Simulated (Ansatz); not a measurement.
# Kick test of a cell of AlB2As3

The structure comes from a generated guess, relaxed at this level; another structure or a mixture of phases may lie lower.

Theory: DFT PBE, scalar-relativistic, plane waves, PAW (Ansatz). Cutoff 420 eV; k points 12×12×4 on the computed 6-atom cell (Γ-centred); Gaussian smearing, width 0.02 eV; no spin polarisation.

The cell below (6 atoms, space group P3m1 (No. 156)) is relaxed within its symmetry.

```yaml
crystal:
  lattice:
    - [3.59754, 0.00000, 0.00000]
    - [-1.79877, 3.11556, 0.00000]
    - [0.00000, 0.00000, 9.05779]
  atoms:
    - { symbol: Al, position: [0.33333, 0.66667, 0.66933] }
    - { symbol: B, position: [0.00000, 0.00000, 0.01791] }
    - { symbol: B, position: [0.66667, 0.33333, 0.32037] }
    - { symbol: As, position: [0.33333, 0.66667, 0.94394] }
    - { symbol: As, position: [0.66667, 0.33333, 0.55050] }
    - { symbol: As, position: [0.00000, 0.00000, 0.24794] }
```

For the test a repeat of it with 12 atoms (edges 3.60, 3.60, 18.12 Å) was strained at random (σ = 1.5 % a component), the atoms were moved at random (σ = 0.15 Å), and all was relaxed again on a coarse 6×6×1 mesh (in the run’s order of axes) with 0.10 eV smearing, with no symmetry imposed.

Question: What happens?

Answer: It returns, within 1 meV/atom of the unmoved cell on that mesh and with the same symmetry when read at 0.1 Å. So it is stable against the distortions that fit this cell and that this random move excites. Modes that don't fit the cell aren't tested. Another cell of AlB2As3 relaxed alike, in I-4m2, lies 30 meV/atom lower, so this cell isn't the stable form at this level.
